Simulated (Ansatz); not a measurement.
Several occupations of a zinc blende lattice at one composition, 2 Ga, 2 Sn, 3 Mg, 1 Ge; 8 P. Sites, in fractions of the cell -5.545 5.545 0.000; -5.545 0.000 5.545; 0.000 5.545 5.545 Å:

| cell | sites |
| --- | --- |
| all | P (0.38 0.38 0.38), P (0.38 0.38 0.88), P (0.38 0.88 0.38), P (0.38 0.88 0.88), P (0.88 0.38 0.38), P (0.88 0.38 0.88), P (0.88 0.88 0.38), P (0.88 0.88 0.88) |
| 1 | Ga (0.50 0.00 0.00), Ga (0.50 0.50 0.50), Ge (0.50 0.00 0.50), Mg (0.00 0.00 0.00), Mg (0.00 0.50 0.00), Mg (0.50 0.50 0.00), Sn (0.00 0.00 0.50), Sn (0.00 0.50 0.50) |
| 2 | Ga (0.00 0.00 0.00), Ga (0.50 0.50 0.50), Ge (0.50 0.50 0.00), Mg (0.00 0.00 0.50), Mg (0.00 0.50 0.00), Mg (0.50 0.00 0.50), Sn (0.00 0.50 0.50), Sn (0.50 0.00 0.00) |
| 3 | Ga (0.00 0.00 0.50), Ga (0.50 0.00 0.00), Ge (0.50 0.50 0.00), Mg (0.00 0.00 0.00), Mg (0.00 0.50 0.50), Mg (0.50 0.00 0.50), Sn (0.00 0.50 0.00), Sn (0.50 0.50 0.50) |

Each was relaxed without symmetry on coarser meshes and computed once more. The calculation used DFT PBE, scalar-relativistic, plane waves, PAW in Ansatz 0.2.0.

Settings: cutoff 420 eV, Γ-centred mesh 5×5×5 on the computed 16-atom cell, Gaussian smearing of 0.10 eV; no spin polarisation.

Warren–Cowley parameters of the first shell of the sublattice with most elements (negative: unlike neighbours preferred):
```
cell Ga-Mg Mg-Sn Ga-Sn Ge-Mg Ga-Ge Ge-Sn
   1  -0.11  -0.11   0.00   0.11  -0.33  -0.33
   2  -0.33  -0.33  -0.33   0.11  -0.33  -0.33
   3  -0.11   0.11  -0.33  -0.33   0.33  -0.33
```

Forces of up to 0.07 eV/Å remain on the final mesh.

Q: Which occupation is lowest in energy, and by how much?

A: Cell 2.
```json
{"cell": "2", "E − E(lowest) (meV/atom)": "0.0", "V (Å³/atom)": "23.72"}
{"cell": "3", "E − E(lowest) (meV/atom)": "18.1", "V (Å³/atom)": "23.77"}
{"cell": "1", "E − E(lowest) (meV/atom)": "19.9", "V (Å³/atom)": "23.82"}
```

Cost: 6 runs of about 28 core-minutes in all (earlier runs that led there not counted), on Arm Neoverse V2 (shared hosts).